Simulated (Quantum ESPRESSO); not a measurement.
# Strain and stress in Ga3ZnN4

These are calculations, not measurements. They come from pw.x of Quantum ESPRESSO 7.5, a plane-wave density functional program, with PseudoDojo standard norm-conserving files (v0.5 for PBE, v0.4.1 for LDA and PBEsol). The cells are made up: elements, strain and atom displacements were drawn at random, and nothing was relaxed. There is no spin polarisation, spin-orbit coupling or dispersion term.

The cell has 8 sites of a wurtzite lattice (rectangular cell). Sites 1 to 4 hold Ga Zn Ga Ga; sites 5 to 8 hold N N N N. Cell vectors in Å: (3.299, 0.000, 0.000); (0.000, 5.714, 0.000); (0.000, 0.000, 5.388). Settings: PBE, cutoff 1143 eV, 7 x 6 x 6 k mesh shifted by half a step, Fermi-Dirac smearing of 0.1 eV.

Each run adds the same linear strain along x, y and z to one cell, with the atoms carried along; the vectors above are those of run 4. Stress is positive in tension and P is minus a third of its trace. E is the free energy for each atom above the lowest run shown.

```
run  strain (%)  s_xx (GPa)  s_yy (GPa)  s_zz (GPa)  s_xy (GPa)  P (GPa)  E (meV/atom)
  1       -2.46        1.97       -3.15       -5.47       -0.69     2.21          0.00
  3       -0.45        9.65        6.24        4.51       -0.54    -6.80         11.71
  4        0.10       11.36        8.35        6.75       -0.51    -8.82         21.88
  5        0.36       12.12        9.29        7.75       -0.49    -9.72         27.61
  6        0.66       12.95       10.32        8.85       -0.47   -10.71         34.94
  7        1.57       15.22       13.16       11.89       -0.42   -13.42         61.56
  2       -1.67           ?           ?           ?           ?        ?             ?
```

A rerun of one of these cells at 1437 eV and k mesh 9 x 8 x 8 moved values by no more than 0.005 eV in the cell's energy, 0.05 GPa in stress and 0.007 eV/Å in force.

## Worked fit

A parabola through the six runs shown gives P = -8.47 - 3.61 e + 0.295 e² GPa, with e in per cent and a scatter of 0.02 GPa. A linear strain of 1 % changes the volume by about 3 %, so the bulk modulus of this cell with clamped atoms is about 120 ± 2 GPa at e = 0. The error is the larger of the fit's own and the change that a cubic makes, rounded up.

## Withheld run

Question: what P should run 2 give?

The fit gives -1.62 GPa. The calculation gave -1.65 GPa.

```
run,strain (%),s_xx (GPa),s_yy (GPa),s_zz (GPa),s_xy (GPa),P (GPa),E (meV/atom)
2,-1.67,5.28,0.87,-1.19,-0.63,-1.65,-0.47
```